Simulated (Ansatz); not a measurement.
# ZrIn₃, first-principles data

ZrIn$_{3}$:
```
ZrIn3
1.0
   -2.12752     2.12752     4.94376
    2.12752    -2.12752     4.94376
    2.12752     2.12752    -4.94376
Zr In
1 3
Direct
  0.00000   0.00000   0.00000
  0.25000   0.75000   0.50000
  0.75000   0.25000   0.50000
  0.50000   0.50000   0.00000
```

Space group I4/mmm (No. 139); conventional cell a = b = 4.255 Å, c = 9.888 Å, α = β = γ = 90.00°.

Method: DFT-r²SCAN in the program Ansatz with PAW potentials. Structure relaxed to zero pressure with the same functional. Other levels are named where they apply.

### Cell and energy

```yaml
volume_per_atom: 22.38 Å³
density: 8.08 g/cm³
Formation energy from the elements (no fitted shifts): -0.34 eV/atom
```

### Electronic structure

```yaml
electronic_character: metallic (no gap)
Density of states at the Fermi level: 0.32 states/eV per atom (mean over ±0.08 eV)
```

The workflow started from a Materials Project entry (that database holds measured and hypothetical structures alike); the Crystallography Open Database copy checked does not list it. With Zr and In taken as one species the cell has the higher symmetry I4/mmm, so it may be an ordered model of a mixed-site phase. Whether it is the stable phase at ambient conditions was not checked. The r²SCAN relaxation kept the symmetry of its start; its stability against distortions is not shown here. No spin polarisation was allowed. Axis ratios of metals converge slowly with the k-mesh, so a and c are less sure than the volume. The references are the lowest solids computed at this level, not always the standard phases. Spin–orbit coupling is left out wherever it is not named.

Potentials: the later of the program's two PAW sets.
